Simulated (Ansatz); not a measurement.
Given:

GaAs:
Space group P4₂/mnm (No. 136); a = b = 7.024 Å, c = 4.062 Å, α = β = γ = 90.00°

```json
[
 {"atom": "Ga", "site": "4g", "symmetry": "m.2m", "x": "0.1761", "y": "0.1761", "z": "0.5000"},
 {"atom": "As", "site": "4f", "symmetry": "m.2m", "x": "0.3182", "y": "0.3182", "z": "0.0000"}
]
```

This is the PBE-relaxed structure.

All from PBE (plane waves, PAW; program Ansatz), unless another level is named. Predict the hole effective mass.

0.13, 0.96, 0.96 mₑ (principal values).

Next, the electron effective mass?

0.015, 0.015, 0.018 mₑ (principal values).

Give the electron effective mass with spin–orbit coupling.

0.011, 0.011, 0.014 mₑ (principal values).

Give the valence-band maximum.

on the M–Γ line, 91 % of the way from M.

Space group P4_2/mnm. The start of the workflow was typed in or built on a structure type; neither database checked (COD, Materials Project) lists it. It is not the phase usual at ambient conditions (space group No. 216). Symmetry was held in the PBE relaxation; its stability against distortions is not shown here. The volume moved by 22 % from the start of the relaxation. Spin–orbit coupling is left out wherever it is not named.

Potentials: the earlier of the program's two PAW sets.

Edges and masses are those of Kohn–Sham bands, whose gap is no quasiparticle gap.
